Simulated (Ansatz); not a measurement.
**Formation energy of IrP in the zincblende structure**

Method: PBE, scalar-relativistic; no spin polarisation; PAW, 420 eV, Γ-centred 12×12×12 mesh, 0.05 eV Gaussian smearing; code Ansatz. The datasets are Ansatz's generated set soft_2.

The cell came from substitution into a structure type; no database entry of this phase was matched, which doesn't show that none exists.

It takes space group F-43m (No. 216, cubic). Conventional cell: a = 5.252 Å, b = 5.252 Å, c = 5.252 Å, α = 90.00°, β = 90.00°, γ = 90.00°. Around Ir (site symmetry -43m) lie 4 P at 2.27 Å. P (site symmetry -43m) is surrounded by 4 Ir at 2.27 Å. (Neighbours are counted to 15 % beyond the shortest distance.)

The elements were computed in their standard states with the same datasets, cutoff and functional. Total energies depend on the potentials used, so only differences within one code and one set of settings carry meaning.

Energy of the relaxed cell (2 atoms, smearing extrapolated to zero): -12691.789 eV. Elements, in eV/atom: Ir -11935.311, P -755.674.

Problem. What is the formation energy?

Solution. [-12691.789 − (1 × -11935.311 + 1 × -755.674)] / 2 = -0.40 eV/atom, or -39 kJ per mole of atoms.

The value is for 0 K, without zero-point energy. A negative value shows stability against the elements alone, not against other compounds or structures.

No spin–orbit coupling, a notable omission for heavy elements.
